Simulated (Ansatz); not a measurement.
Ansatz (a quantum-chemistry and plane-wave program) input:

Ansatz 0.2 input:
```yaml
crystal:
  lattice:
    - [4.2607592654, 0.0, 0.0]
    - [-2.1303796327, 3.6899257633, 0.0]
    - [0.0, 0.0, 4.7342850915]
  atoms:
    - { symbol: C, position: [0.3338027753, 0.3338027753, 0.0] }
    - { symbol: C, position: [0.3338027753, 0.0, 0.0] }
    - { symbol: C, position: [0.6661972247, 0.0, 0.0] }
    - { symbol: C, position: [0.6661972247, 0.6661972247, 0.0] }
    - { symbol: C, position: [0.0, 0.6661972247, 0.0] }
    - { symbol: C, position: [0.0, 0.3338027753, 0.0] }
    - { symbol: Cu, position: [0.0, 0.0, 0.5] }
kpoints:
  mp_grid: { grid: [11, 11, 9] }
hamiltonian:
  xc: r2scan
  dispersion: d4
  pseudopotentials: { azcp: { folder: ./paw }, kind: paw }
scf:
  occupations: { method: gaussian, width: 0.05 }
checkpoint: { read: metal.run }
output: { write_density: true, elf: true, volumetric_format: npy }
basis: { fft_grid_basis: typed }
```

Output (shortened):

```
Pseudopotential: C, paw, valence charge 4
Pseudopotential: Cu, paw, valence charge 19
Functional definition: r2SCAN
Crystal: 7 atoms, lattice volume = 74.432 Å³
Basis set: ecut = 500 eV, 1871 PW (Γ), exchange–correlation on 128×128×144 points (64 copies of the dense FFT grid, shifted against one another)
Bands: 36, of which v1, the nominal top of the filled ones, is band 22 counted from 1 (21 counted from 0)
Symmetry: 24 space group operations
Space group: P6/mmm (ITA 191), of the structure as read, at distance tolerance 4.2e-5 Å
k-points: 80 of 1089
Stability of the state it starts from, as read at its close in the unpolarized treatment …
iter 1 solved again at ethr=1.34e-7 eV; its pass at ethr=3.10e-3 eV (dr2=5.77e-5 eV) is discarded
SCF iter   1: F=—  HF=-8138.636181 eV  |F-HF|=—  |Δ(HF+E_count)|=         —  Δρ=6.49e-7  dr2=1.71e-10  dr2_τ=3.06e-11  ethr=1.34e-7  ⟨swp⟩=4.0  Hψ=19974  notcnv=0
preconditioner: auto → LDOS
SCF iter   2: F=-8138.636181 eV  HF=-8138.636181 eV  |F-HF|=2.26e-10  |Δ(HF+E_count)|=   1.86e-7  Δρ=9.77e-7  dr2=2.66e-10  dr2_τ=2.96e-11  ethr=1.00e-12  ⟨swp⟩=8.4  Hψ=11885  notcnv=0
WARN: dispersion: an atom stands within reach of a switch of its C6 between two reference coordination numbers of its element …
SCF 1 converged in 2 iterations: F = -8138.636181 eV  dr2 = 2.66e-10
SCF converged after 2 iterations
Free energy (F): -8138.636181 eV
Harris-Foulkes:  -8138.636181 eV  (|F-HF|=2.26e-10)
Internal energy: -8138.634728 eV  (E = F + TS)
E sigma→0 (E₀):  -8138.635454 eV
Entropy (-TS):   -0.001453 eV (-0.208 meV/atom)
Fermi energy:    7.981974 eV
--- Per-component energies (eV) ---
  E_band       = -604.181145
  E_kinetic    = 790.640612
  E_local      = -7040.067794  (includes V_loc(G=0)·N_el)
  E_nonlocal   = 1058.780645
  E_hartree    = 2945.112367
  E_xc         = -335.527829
  E_vxc        = -466.346357  (∫ρ·V_xc dr)
  E_paw        = -2457.928732  (= ΣΔE_a)
  E_vpaw       = -863.650376  (= ΣTr[D̂ρ^β])
  E_aug_tail   = 0.000434  (compensation charges beyond the density's cutoff)
  E_vtau       = 26.235579  (kinetic-family band-sum trace: ∫τ·v_τ [+ j·A + Jᵃ·Aᵃ] dr)
  E_ewald      = -3098.543205
  E_disp       = -0.651475  (pairwise vdW)
  E_core_change = -0.449750  (= ΣΔE_core)
  E_smearing   = -0.001453  (= −TS)
  E_closure    = 0.000000  (closes the sum)
  Σ components = -8138.636181   (vs F -8138.636181, Δ=0.00e0)
  [band-id]    e_kinetic+e_local+e_nonlocal+2·e_hartree+e_vxc+e_vpaw+e_augmentation_tail+e_vtau = -604.182525   (vs E_band -604.181145, Δ=-1.38e-3)
--- Band table (eV; the first three rows and the last of 80) ---
  k-point 0: bands = ["-107.6952", "-63.5793", "-63.5793", "-63.5726", "-14.0248", "-6.7221", "-6.7221", "-6.6500", "-6.6500", "-4.4212", "-4.2570", "-1.4613", "3.6150", "3.6150", "4.9673", "4.9673", "5.4649", "5.7489", "5.7489", "6.3594", "6.8226", "6.8226", …
  k-point 1: bands = ["-107.6952", "-63.5793", "-63.5793", "-63.5726", "-14.0220", "-6.7225", "-6.7225", "-6.6489", "-6.6489", "-4.4175", "-4.2564", "-1.5272", "3.6156", "3.6156", "5.0222", "5.0222", "5.5082", "5.7014", "5.7014", "6.5289", "6.8606", "6.8606", …
  k-point 2: bands = ["-107.6952", "-63.5793", "-63.5793", "-63.5726", "-14.0148", "-6.7233", "-6.7233", "-6.6463", "-6.6463", "-4.4081", "-4.2548", "-1.6856", "3.6173", "3.6173", "5.1835", "5.1835", "5.5526", "5.5939", "5.5939", "6.9444", "6.9444", "7.0698", …
  k-point 79: bands = ["-107.6952", "-63.5793", "-63.5793", "-63.5726", "-11.5226", "-11.4483", "-10.7518", "-4.2970", "-3.0357", "-3.0251", "0.4620", "0.7128", "0.7636", "0.7758", "1.2702", "1.9479", "5.7247", "5.7556", "5.8000", "5.8055", "5.8423", …
```

Cost: around 17 core-seconds (rough) on shared cores.

The start of the workflow was typed in or built on a structure type; neither database checked (COD, Materials Project) lists it. Its standing as an ambient phase is unchecked. Symmetry was held in the r²SCAN+D4 relaxation; its stability against distortions is not shown here. No spin polarisation was allowed. Its formation energy is positive at this level, so the cell may be metastable or incomplete.

Potentials: the earlier of the program's two PAW sets. The files were generated under PBE; for other functionals the program regenerates the frozen cores, and for LDA and PBEsol the local potential too.

Ansatz is a plane-wave DFT program.
